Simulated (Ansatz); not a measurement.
NbRh₃:
```
NbRh3
1.0
    3.84525     0.00000     0.00000
    0.00000     3.84525     0.00000
    0.00000     0.00000     3.84525
Nb Rh
1 3
Direct
  0.00000   0.00000   0.00000
  0.00000   0.50000   0.50000
  0.50000   0.00000   0.50000
  0.50000   0.50000   0.00000
```

Relaxed with PBEsol. Special points in fractions of this cell's reciprocal vectors: Γ (0.000, 0.000, 0.000); X (0.000, 0.500, 0.000); M (0.500, 0.500, 0.000); R (0.500, 0.500, 0.500).

List the band energies nearest the Fermi level at these points for PBEsol with spin–orbit coupling in the plane-wave PAW code Ansatz.

In eV from the Fermi level; about four levels below and three above (degenerate sets whole), none deeper than 8.9 eV; points with the same levels are listed once.

| k | below | above |
|---|---|---|
| Γ | -0.55 -0.55 -0.55 -0.55 | 0.47 0.47 0.88 0.88 |
| X | -1.31 -1.31 -0.21 -0.21 | 0.41 0.41 0.49 0.49 |
| M | -1.21 -1.21 -1.00 -1.00 | 1.01 1.01 1.04 1.04 |
| R | -2.30 -2.30 -2.30 -2.30 | 0.48 0.48 0.60 0.60 0.60 0.60 |

Space group Pm-3m (Cu3Au type). The workflow started from an entry of the Crystallography Open Database (COD). Whether it is the stable phase at ambient conditions was not checked. Symmetry was held in the PBEsol relaxation; whether a distortion lowers the energy is not shown. No spin polarisation was allowed.

Potentials: the later of the program's two PAW sets.
